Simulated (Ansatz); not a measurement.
# NbRu: reading a single point

```
CELL_PARAMETERS angstrom
3.21275 0.00000 0.00000
0.00000 3.21275 0.00000
0.00000 0.00000 3.21275
ATOMIC_POSITIONS crystal
Ru 0.50000 0.50000 0.50000
Nb 0.00000 0.00000 0.00000
```

Method: PBEsol, no spin polarisation; PAW, plane waves to 420 eV, 10×10×10 Γ-centred mesh, fermi-dirac occupations (width 0.1 eV) (Ansatz 0.2.0), atoms fixed.

What is the formation energy?

-0.09 eV an atom against the elements' usual phases (free molecules for gases, crystals otherwise, with no correction for O₂ or N₂), so it is bound against them; other compounds may still compete. Relaxing would lower it.

Give the Bader charges.

Bader charges in e: Nb +1.01, Ru -1.01. In the mean Nb gives up most and Ru takes most.

Are the atoms at rest?

The forces vanish by the symmetry of the sites.

Metal or insulator?

It is a metal, with about 3 states/eV a cell as the mean within 0.25 eV of the Fermi level, mostly Nb d (48 %) and Ru d (47 %).

Is the cell too large or too small?

The pressure is -14.9 GPa (compression positive), so with the atoms held at these fractions the cell would first shrink.

Origin: a database entry at a rescaled volume. Caveats: many states at the Fermi level without spin polarisation, so a magnetic state may lie lower; atoms or cell far from equilibrium.
